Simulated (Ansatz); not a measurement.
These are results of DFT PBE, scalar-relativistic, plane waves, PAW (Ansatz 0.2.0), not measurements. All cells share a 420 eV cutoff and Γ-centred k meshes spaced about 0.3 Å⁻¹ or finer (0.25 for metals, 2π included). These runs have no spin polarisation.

All energies are static (0 K, no zero-point motion).

Two relaxed structures of InCu₃O₃:

A.

```cif
data_structure
_symmetry_space_group_name_H-M 'R-3c:H'
_symmetry_Int_Tables_number 167
_cell_length_a 6.3951
_cell_length_b 6.3951
_cell_length_c 15.1777
_cell_angle_alpha 90.000
_cell_angle_beta 90.000
_cell_angle_gamma 120.000
_cell_volume 537.56
loop_
_atom_site_label
_atom_site_type_symbol
_atom_site_symmetry_multiplicity
_atom_site_Wyckoff_symbol
_atom_site_fract_x
_atom_site_fract_y
_atom_site_fract_z
_atom_site_occupancy
In1 In 6 b 0.33333 0.66667 0.16667 1
Cu1 Cu 18 d 0.33333 0.16667 0.16667 1
O1 O 18 e 0.25362 0.92029 0.08333 1
```

B.

```cif
data_structure
_symmetry_space_group_name_H-M 'P-6m2'
_symmetry_Int_Tables_number 187
_cell_length_a 3.3531
_cell_length_b 3.3531
_cell_length_c 9.9374
_cell_angle_alpha 90.000
_cell_angle_beta 90.000
_cell_angle_gamma 120.000
_cell_volume 96.76
loop_
_atom_site_label
_atom_site_type_symbol
_atom_site_symmetry_multiplicity
_atom_site_Wyckoff_symbol
_atom_site_fract_x
_atom_site_fract_y
_atom_site_fract_z
_atom_site_occupancy
In1 In 1 a 0.00000 0.00000 0.00000 1
Cu1 Cu 2 h 0.33333 0.66667 0.30859 1
Cu2 Cu 1 b 0.00000 0.00000 0.50000 1
O1 O 2 h 0.33333 0.66667 0.12447 1
O2 O 1 d 0.33333 0.66667 0.50000 1
```

Task: Which form is favoured at zero pressure, and by what margin per atom?

Result: A is lower, by 12 meV/atom. A has space group R-3c (No. 167), 12.8 Å³/atom and no gap on its mesh; B has space group P-6m2 (No. 187), 13.8 Å³/atom and no gap. Counting O atoms around Cu and In (those within 1.25 times the shortest such distance or 1.15 times the sum of covalent radii, 1.27 where that leaves under three; a slash parts the counts of unlike sites), A has In 6, Cu 2 and B has In 6, Cu 2/3. The denser one is the lower, and pressure would at first widen the difference. In A, In is surrounded by 6 O at 2.31 Å; Cu has 2 O at 1.88 Å; around O lie 2 Cu at 1.88 Å and 2 In at 2.31 Å. In B, In is surrounded by 6 O at 2.30 Å; Cu on a site of symmetry 3m has 2 O at 1.83–1.90 Å; O on a site of symmetry 3m has 1 Cu at 1.83 Å and 3 In at 2.30 Å; 2 more sites not described. Both come from trial cells of a structure search.

For metals, differences of a few meV/atom aren't resolved. The zero gap of R-3c, P-6m2 may come from the functional, which often closes small gaps. No Hubbard U is applied to the 3d shell of Cu. Trial moments fell under 0.15 μB along the way in R-3c and P-6m2; another start might hold them. With atoms moved at random, B came back. A had no clear such test and can be a saddle point.
